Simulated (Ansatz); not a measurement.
The relaxed structure here is a generated cell of BP: the first start was made by placing the elements on the sites of a structure type, and the end was not matched to a known phase here, so it may be hypothetical. Known forms of BP include space group No. 216.

A relaxed structure of BP. Space group P6₂22 (No. 180). All values below come from r2SCAN (plane waves to 500 eV, PAW, scalar-relativistic; Ansatz, a quantum-chemistry and plane-wave program).

```cif
data_B3P3
_chemical_formula_sum 'B3 P3'
_space_group_name_H-M_alt 'P6222'
_space_group_IT_number 180
_space_group_name_Hall 'P 62 2 (0 0 4)'
_cell_length_a 3.27649
_cell_length_b 3.27649
_cell_length_c 7.00448
_cell_angle_alpha 90.000
_cell_angle_beta 90.000
_cell_angle_gamma 120.000
loop_
_atom_site_label
_atom_site_type_symbol
_atom_site_symmetry_multiplicity
_atom_site_Wyckoff_symbol
_atom_site_fract_x
_atom_site_fract_y
_atom_site_fract_z
_atom_site_occupancy
B1 B 3 d 0.50000 0.00000 0.50000 1
P1 P 3 c 0.50000 0.00000 0.00000 1
```

* **Volume per atom**: 10.85 Å³
* **Band gap**: 0.23 eV, indirect (valence top at Γ, conduction bottom at M) (no spin-orbit coupling)
* **Smallest direct gap**: 2.68 eV at 20 % of the way from Γ to A
* **Shortest distances**: B–P 2.01 Å; B–B 2.85 Å; P–P 2.85 Å
* **k-mesh**: 12×12×5

Band energies at high-symmetry points (eV from the VBM; labels of this space group; no spin-orbit coupling), from −5 eV up to 3.8 eV:

```
point                                                        energies
-----  --------------------------------------------------------------
Γ        -4.87 -2.50 -2.50 -1.30 -1.30 -1.02 0.00 2.68 2.68 3.33 3.33
M             -4.90 -4.66 -4.31 -3.48 -2.98 -2.67 0.23 0.84 1.24 1.57
K                                    -3.69 -2.72 -2.72 1.60 2.90 2.90
A      -4.23 -4.23 -2.08 -2.08 -1.41 -1.23 -1.23 -0.74 2.30 2.65 2.94
L                         -4.18 -4.07 -3.47 -3.22 2.16 2.38 2.74 3.20
H                                                    -3.40 -2.99 3.26
```

No spin polarisation in the result.

The run could not lose the symmetry of its start, so the end can be a saddle point.
